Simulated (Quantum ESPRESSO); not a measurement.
## Solid-state NMR card for NaH

```yaml
crystal:
  lattice:
    - [0.00000, 2.38642, 2.38642]
    - [2.38642, 0.00000, 2.38642]
    - [2.38642, 2.38642, 0.00000]
  atoms:
    - { symbol: Na, position: [0.00000, 0.00000, 0.00000] }
    - { symbol: H, position: [0.50000, 0.50000, 0.50000] }
```
Geometry: a computed entry of the Materials Project; it was not checked against measured cells. It is NaH in Fm-3m; whether this form has been observed was not checked. Stability against distortions was not tested.

Computed: shieldings by GIPAW with PBE in a modified build of Quantum ESPRESSO, on JTH PAW datasets, 30 Ha, k-mesh 7×7×7 shifted, f-sum rule met within 0.007 %.

```tsv
site	site symmetry	σ_iso (ppm)
Na (atom 1)	m-3m	533
H (atom 2)	m-3m	–
```

Shieldings of H and of elements past Ba are not listed.

Shieldings are absolute and leave out the bulk-susceptibility term; a larger σ means a smaller chemical shift. By our sweeps, such settings leave a few ppm in absolute σ. No d partial waves on Na: the paramagnetic term there is incompletely reconstructed.
